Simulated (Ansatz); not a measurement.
Relaxing molybdenum (simple cubic)

Level of theory: DFT, LDA (PW92), plane waves (420 eV) with PAW, scalar-relativistic (Ansatz 0.2.0). (PAW data from PBE, frozen cores regenerated.)

k-point mesh 12×12×12, Fermi-Dirac smearing 0.1 eV, no spin polarisation. Cell and atoms relax.

Starting structure:

```yaml
crystal:
  lattice:
    - [2.5629259694, 0.0, 0.0]
    - [0.0, 2.5629259694, 0.0]
    - [0.0, 0.0, 2.5629259694]
  atoms:
    - { symbol: Mo, position: [0.0, 0.0, 0.0] }
hamiltonian:
  xc: lda
  pseudopotentials:
    kind: paw
    azcp:
      Mo: "pseudopotentials/Mo.paw.azcp"
basis:
  ecutwfc: 420
  fft_grid_basis: typed
kpoints:
  mp_grid: { grid: [12, 12, 12], shift: [0, 0, 0] }
magnetization:
  spin_polarized: false
scf:
  occupations: { method: fermi_dirac, width: 0.1 }
relax:
  max_steps: 60
  f_tol: 0.01
  cell: {}
```

Q: What cell does the relaxation end in?

A: Pm-3m with a = 2.558 Å; 16.74 Å³ per atom against 16.83 at the start (-0.6 %).

Q: How much energy does the relaxation gain?

A: 0.4 meV per atom.

Path of the relaxation (the plane waves are chosen anew near the end, which can shift the energy a little):

```csv
step,E − E(final) (meV/atom),V (Å³/atom),P (GPa),max force (eV/Å)
0,0.40,16.835,-1.27,0.000
1,0.32,16.644,1.18,0.000
2,0.00,16.735,-0.01,0.000
3,0.00,16.735,-0.01,0.000
```
